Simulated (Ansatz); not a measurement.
# Profile along the Zr–Zr line in Zr (hcp, Mg type)

Zr (hcp, Mg type), conventional cell a = 3.1847 Å, b = 3.1847 Å, c = 5.1172 Å, α = 90.00°, β = 90.00°, γ = 120.00°. The calculation uses the primitive cell of 2 atoms, to which meshes and values per cell refer.

Fields along a shortest Zr–Zr line of a (0001) plane (3.18 Å), from Zr to Zr, interpolated on the slice's grid (step about 0.2 Å). Method: PBEsol (plane waves to 420 eV, PAW, scalar-relativistic; Ansatz, a quantum-chemistry and plane-wave program). k mesh 17×17×9. Near the nuclei the fields are pseudised (PAW); where an atom keeps semicore shells as valence, they peak there. The PAW data are Ansatz's earlier set. Zr is run without spin polarisation. Zr was relaxed with its symmetry unable to fall.

```csv
distance from Zr (Å),valence electron density (e/Å³),electron localisation function
0.00,3.55,x
0.16,3.89,x
0.32,4.26,x
0.48,3.89,x
0.64,2.74,0.78
0.80,1.52,0.69
0.95,0.73,0.46
1.11,0.36,0.22
1.27,0.23,0.15
1.43,0.19,0.20
1.59,0.18,0.23
1.75,0.19,0.20
1.91,0.23,0.15
2.07,0.36,0.22
2.23,0.73,0.46
2.39,1.52,0.69
2.54,2.74,0.78
2.70,3.89,x
2.86,4.26,x
3.02,3.89,x
3.18,3.55,x
```

x: too close to a nucleus for the ELF to mean much.

Density on the Zr–Zr line (3.18 Å) at its midpoint: 0.18 e/Å³. ELF at that point: 0.23.
